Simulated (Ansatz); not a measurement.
TePdSe:
```xyz
3
Lattice="3.9100 0.0000 0.0000 -1.9550 3.3862 0.0000 0.0000 0.0000 4.9975" Properties=species:S:1:pos:R:3 pbc="T T T"
Te     0.0000     0.0000     3.6359
Pd     0.0000     2.2574     0.0465
Se     1.9550     1.1287     1.3152
```

Relaxed with r²SCAN+D4. Special points in fractions of this cell's reciprocal vectors: Γ (0.000, 0.000, 0.000); M (0.500, 0.000, 0.000); K (0.333, 0.333, 0.000); A (0.000, 0.000, 0.500); L (0.500, 0.000, 0.500); H (0.333, 0.333, 0.500).

**Question.** List the band energies nearest the Fermi level at these points for plane-wave PAW r²SCAN+D4 (Ansatz code).

**Answer.** In eV from the Fermi level; about four levels below and three above (degenerate sets whole), none deeper than 8.9 eV; points with the same levels are listed once.

| k | below | above |
|---|---|---|
| Γ | -3.59 -3.59 -2.46 -0.44 -0.44 | 0.88 0.88 1.53 |
| M | -3.37 -3.24 -2.99 -2.43 | 0.20 2.32 4.92 |
| K | -1.70 -1.55 -0.56 -0.13 | 4.64 7.81 8.46 |
| A | -2.38 -1.24 -1.24 -1.04 | 2.05 2.05 5.65 |
| L | -3.31 -2.94 -2.00 -0.52 | 0.24 1.40 5.44 |
| H | -3.83 -3.34 -2.72 -2.63 | 2.10 2.63 7.45 |

Space group P3m1. The workflow started from a Materials Project entry (that database holds measured and hypothetical structures alike); the Crystallography Open Database copy checked does not list it. With Te and Se taken as one species the cell has the higher symmetry P-3m1, so it may be an ordered model of a mixed-site phase. Its standing as an ambient phase is unchecked. The cell was relaxed with r²SCAN+D4 under the symmetry of its start; its stability against distortions is not shown here. No spin polarisation was allowed. Scalar-relativistic: spin–orbit coupling is off unless named, which matters more the heavier the elements.

Potentials: the later of the program's two PAW sets.
